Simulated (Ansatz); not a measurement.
Ansatz (a first-principles code) input:

Ansatz 0.2 input:
```yaml
crystal:
  lattice:
    - [-1.9258954343, 1.9258954343, 3.9714313185]
    - [1.9258954343, -1.9258954343, 3.9714313185]
    - [1.9258954343, 1.9258954343, -3.9714313185]
  atoms:
    - { symbol: Pt, position: [0.75, 0.25, 0.5] }
    - { symbol: Pt, position: [0.25, 0.75, 0.5] }
    - { symbol: Pt, position: [0.5, 0.5, 0.0] }
    - { symbol: W, position: [0.0, 0.0, 0.0] }
kpoints:
  mp_grid: { grid: [15, 15, 15] }
hamiltonian:
  xc: lda
  pseudopotentials: { kind: paw }
scf:
  occupations: { method: fermi_dirac, width: 0.1 }
phonons:
  method: dfpt
  response_accuracy: low
  eigenvectors: true
  rigid_motions: translations
```

Output (shortened):

```
Pseudopotential: Pt, paw, valence charge 18
Pseudopotential: W, paw, valence charge 14
Functional definition: SPW92
Crystal: 4 atoms, lattice volume = 58.921 Å³
Basis set: ecut = 420 eV, 1153 PW (Γ), exchange–correlation on 72×72×72 points (8 copies of the dense FFT grid, shifted against one another)
Bands: 41, of which v1, the nominal top of the filled ones, is band 34 counted from 1 (33 counted from 0)
Symmetry: 16 space group operations
k-points: 512 of 3375 (irreducible under 4 space group operations, time reversal used)
SCF iter   1: F=—  HF=-46866.001588 eV  |F-HF|=—  |Δ(HF+E_count)|=         —  Δρ=7.50e-3  dr2=1.74e-2  ethr=1.77e-3  ⟨swp⟩=5.4  Hψ=73644  notcnv=0
preconditioner: auto → Kerker (q_TF=auto, 2.794 Å⁻¹)
SCF iter   2: F=—  HF=-46866.001781 eV  |F-HF|=—  |Δ(HF+E_count)|=   1.93e-4  Δρ=4.14e-3  dr2=5.37e-3  ethr=2.57e-5  ⟨swp⟩=1.9  Hψ=28664  notcnv=0
SCF iter   3: F=—  HF=-46866.001043 eV  |F-HF|=—  |Δ(HF+E_count)|=   7.38e-4  Δρ=3.85e-4  dr2=8.84e-5  ethr=7.90e-6  ⟨swp⟩=1.1  Hψ=21035  notcnv=0
SCF iter   4: F=—  HF=-46866.001021 eV  |F-HF|=—  |Δ(HF+E_count)|=   2.23e-5  Δρ=1.05e-4  dr2=7.62e-6  ethr=1.30e-7  ⟨swp⟩=2.2  Hψ=30685  notcnv=0
SCF iter   5: F=—  HF=-46866.001022 eV  |F-HF|=—  |Δ(HF+E_count)|=   1.67e-6  Δρ=1.62e-5  dr2=1.48e-7  ethr=1.12e-8  ⟨swp⟩=2.3  Hψ=27611  notcnv=0
SCF iter   6: F=—  HF=-46866.001022 eV  |F-HF|=—  |Δ(HF+E_count)|=   2.76e-7  Δρ=3.41e-6  dr2=7.49e-9  ethr=2.17e-10  ⟨swp⟩=2.2  Hψ=31801  notcnv=0
SCF iter   7: F=—  HF=-46866.001022 eV  |F-HF|=—  |Δ(HF+E_count)|=   1.46e-9  Δρ=6.52e-7  dr2=2.72e-10  ethr=1.10e-11  ⟨swp⟩=2.5  Hψ=32419  notcnv=0
SCF iter   8: F=—  HF=-46866.001022 eV  |F-HF|=—  |Δ(HF+E_count)|=  5.82e-11  Δρ=1.65e-7  dr2=2.04e-11  ethr=1.00e-12  ⟨swp⟩=1.4  Hψ=22909  notcnv=0
SCF iter   9: F=-46866.001022 eV  HF=-46866.001022 eV  |F-HF|=7.28e-12  |Δ(HF+E_count)|=  2.18e-11  Δρ=4.66e-8  dr2=1.67e-12  ethr=1.00e-12  ⟨swp⟩=5.7  Hψ=84908  notcnv=0
SCF 1 converged in 9 iterations: F = -46866.001022 eV  dr2 = 1.67e-12
DFPT response loops at Γ: preconditioner auto → Kerker (q_TF=auto, 2.794 Å⁻¹) (partly filled bands, converged f_vac=0.000) …
SCF converged after 9 iterations
Free energy (F): -46866.001022 eV
Harris-Foulkes:  -46866.001022 eV  (|F-HF|=7.28e-12)
Internal energy: -46865.913148 eV  (E = F + TS)
E sigma→0 (E₀):  -46865.957085 eV
Entropy (-TS):   -0.087874 eV (-21.969 meV/atom)
Fermi energy:    24.359560 eV
--- Per-component energies (eV) ---
  E_band       = -435.738942
  E_kinetic    = 2371.145597
  E_local      = -4962.802306  (includes V_loc(G=0)·N_el)
  E_nonlocal   = 623.778138
  E_hartree    = 1849.652456
  E_xc         = -1049.999490
  E_vxc        = -1152.120170  (∫ρ·V_xc dr)
  E_paw        = -35842.234990  (= ΣΔE_a)
  E_vpaw       = -1015.045525  (= ΣTr[D̂ρ^β])
  E_aug_tail   = 0.000424  (compensation charges beyond the density's cutoff)
  E_ewald      = -9857.127739
  E_core_change = 1.674761  (= ΣΔE_core)
  E_smearing   = -0.087874  (= −TS)
  E_closure    =  0.000000  (closes the sum)
  Σ components = -46866.001022   (vs F -46866.001022, Δ=0.00e0)
  [band-id]    e_kinetic+e_local+e_nonlocal+2·e_hartree+e_vxc+e_vpaw+e_augmentation_tail = -435.738929   (vs E_band -435.738942, Δ=1.33e-5)
--- Band table (eV; the first three rows and the last of 512) ---
  k-point 0: bands = ["-74.8919", "-74.8621", "-74.6347", "-50.4688", "-29.1452", "-29.1452", "-29.1101", "-28.9765", "-28.9116", "-28.9116", "-28.7800", "-28.7800", "-28.6403", "-14.7253", "-14.6166", "-14.6166", "13.4325", "16.5662", "17.1279", "17.8342", …
  k-point 1: bands = ["-74.8912", "-74.8627", "-74.6347", "-50.4688", "-29.1506", "-29.1324", "-29.1036", "-28.9846", "-28.9200", "-28.9061", "-28.7849", "-28.7779", "-28.6414", "-14.7254", "-14.6196", "-14.6170", "13.5640", "16.6643", "17.2159", "17.9143", …
  k-point 2: bands = ["-74.8893", "-74.8644", "-74.6348", "-50.4688", "-29.1624", "-29.0961", "-29.0888", "-29.0031", "-28.9469", "-28.8943", "-28.7958", "-28.7722", "-28.6447", "-14.7258", "-14.6272", "-14.6184", "13.9465", "16.9101", "17.5036", "18.1487", …
  k-point 511: bands = ["-74.8905", "-74.8624", "-74.6357", "-50.4691", "-29.1698", "-29.1695", "-29.0361", "-28.9740", "-28.8762", "-28.8733", "-28.7934", "-28.7926", "-28.7139", "-14.7395", "-14.6148", "-14.6138", "16.1237", "16.3919", "16.6349", "16.6942", …
--- Phonons (Γ-DFPT): 6 representative perturbations + reference, on 512 of 3375 k-points (Σ response iterations 18) ---
  ASR residual: 1.749e-3 → 0.000e0 eV/Å²; symmetrization residual: 1.855e-4 eV/Å²
  ASR residual per site (eV/Å²): 8.65e-4 8.65e-4 6.06e-4 1.75e-3
  Γ frequencies (cm⁻¹): 0.00 0.00 0.00 111.48 111.48 127.61 127.61 133.99 141.95 168.82 187.23 187.23
  non-analytic LO–TO correction: not included (Born effective charges unavailable; polar crystals: no LO–TO splitting at Γ)
```

Cost: very roughly 11 core-minutes on shared cores.

Space group I4/mmm. The workflow started from a Materials Project entry (that database holds measured and hypothetical structures alike); the Crystallography Open Database copy checked does not list it. Its standing as an ambient phase is unchecked. The LDA relaxation kept the symmetry of its start; its stability against distortions is not shown here. No spin polarisation was allowed. As this level gives no gap, phonon frequencies hold no LO–TO term and depend on the k-mesh and smearing (Fermi–Dirac, 0.1 eV here). Spin–orbit coupling is left out wherever it is not named.

Potentials: the later of the program's two PAW sets.

Ansatz is a plane-wave DFT program.
